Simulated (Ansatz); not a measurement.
The start is a generated cell, Pb placed in the AFLOW prototype A_cI16_206_c (as in Si). A full variable-cell relaxation at zero pressure is run with r2SCAN (plane waves to 500 eV, PAW, scalar-relativistic; Ansatz, a first-principles code). The first steps use a coarse 6×6×6 k-mesh.

Input geometry:
```
CELL_PARAMETERS angstrom
     -4.08007     4.08007     4.08007
      4.08007    -4.08007     4.08007
      4.08007     4.08007    -4.08007
ATOMIC_POSITIONS crystal
  Pb 0.29980 0.29980 0.29980
  Pb 0.50000 0.00000 0.20020
  Pb 0.00000 0.20020 0.50000
  Pb 0.20020 0.50000 0.00000
  Pb 0.70020 0.70020 0.70020
  Pb 0.50000 0.00000 0.79980
  Pb 0.00000 0.79980 0.50000
  Pb 0.79980 0.50000 0.00000
```

**Question.** What pressure does the first self-consistent step give?

**Answer.** +5.5 GPa (positive: the cell is compressed).

**Question.** How much energy is released per atom?

**Answer.** 0.08 eV/atom.

**Question.** How does the volume change?

**Answer.** +11.3 %, from 33.96 to 37.81 Å³/atom.

**Question.** How do the shortest distances between atoms change?

**Answer.** The closest pairs of elements (up to four, under 3.6 Å), start → end: Pb–Pb 2.83 → 3.03 Å.

**Question.** What band gap does the relaxed structure have at this level?

**Answer.** No gap (metallic).

The space group stays Ia-3 (No. 206) (the run could not lower it); the end is AFLOW prototype A_cI16_206_c (as in Si), with 8 atoms in the primitive cell. Final values are on a 8×8×8 k-mesh of the relaxed cell. No spin polarisation in the result.

The run could not lose the symmetry of its start: the end is stationary, and may be a saddle point rather than a minimum.

The relaxed structure here is a generated cell of Pb: the first start was made by placing the elements on the sites of a structure type, and the end was not matched to a known phase here, so it may be hypothetical. Known forms of Pb include space group No. 225.
